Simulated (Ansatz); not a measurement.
RuSe2:
```
RuSe2
1.0
    5.97084     0.00000     0.00000
    0.00000     5.97084     0.00000
    0.00000     0.00000     5.97084
Ru Se
4 8
Direct
  0.00000   0.50000   0.50000
  0.50000   0.50000   0.00000
  0.50000   0.00000   0.50000
  0.00000   0.00000   0.00000
  0.38029   0.11971   0.88029
  0.61971   0.88029   0.11971
  0.11971   0.88029   0.38029
  0.88029   0.11971   0.61971
  0.88029   0.38029   0.11971
  0.11971   0.61971   0.88029
  0.61971   0.61971   0.61971
  0.38029   0.38029   0.38029
```

Relaxed with r²SCAN.

Question: Give the Bader charges and basin volumes of the independent atoms, DFT-r²SCAN in the program Ansatz with PAW potentials.

Answer: 

```csv
atom,Bader charge (e),Bader volume (Å³)
Ru1,+0.41,15.4
Se5,-0.20,18.9
```

Space group Pa-3. The workflow started from a Materials Project entry (that database holds measured and hypothetical structures alike); the Crystallography Open Database files this formula in space group No. 205, but the cells were not matched. Its standing as an ambient phase is unchecked. The cell was relaxed with r²SCAN under the symmetry of its start; its stability against distortions is not shown here. The run is not spin-polarised.

Potentials: the later of the program's two PAW sets.
